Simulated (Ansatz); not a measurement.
Tl2Pt:
```cif
data_Pt4Tl8
_chemical_formula_sum 'Pt4 Tl8'
_space_group_name_H-M_alt 'I4/mcm'
_space_group_IT_number 140
_space_group_name_Hall '-I 4 2c'
_cell_length_a 6.92853
_cell_length_b 6.92853
_cell_length_c 5.64624
_cell_angle_alpha 90.000
_cell_angle_beta 90.000
_cell_angle_gamma 90.000
loop_
_atom_site_label
_atom_site_type_symbol
_atom_site_symmetry_multiplicity
_atom_site_Wyckoff_symbol
_atom_site_fract_x
_atom_site_fract_y
_atom_site_fract_z
_atom_site_occupancy
Pt1 Pt 4 a 0.00000 0.00000 0.25000 1
Tl1 Tl 8 h 0.33956 0.16044 0.00000 1
```
(The calculation used a cell of 6 atoms; values per cell refer to that cell.)

Relaxed at zero pressure with plane-wave PAW r²SCAN (Ansatz code).

Problem. The volume is lowered by 3 % and shape and atoms relax at that volume. What pressure results, and how do the axes share the change?

Solution. 2.5 GPa; a -1.1 %, b -1.1 %, c -0.7 %; the energy rises by 5 meV/atom.

Problem. Give the new structure.

Solution. 
Space group I4/mcm (No. 140); a = 6.8490 Å, b = 6.8490 Å, c = 5.6048 Å, α = 90.00°, β = 90.00°, γ = 90.00°

```csv
atom,site,symmetry,x,y,z
Pt,4a,422,0.0000,0.0000,0.2500
Tl,8h,m.2m,0.1595,0.3405,0.0000
```

The phase is kept; no other phase was compared at this pressure.

The workflow started from an entry of the Crystallography Open Database (COD). Whether it is the stable phase at ambient conditions was not checked. Symmetry was held in the r²SCAN relaxation; its stability against distortions is not shown here. The run is not spin-polarised. Axis ratios of metals converge slowly with the k-mesh, so a and c are less sure than the volume. Scalar-relativistic: spin–orbit coupling is off unless named, which matters more the heavier the elements.

Potentials: the later of the program's two PAW sets.
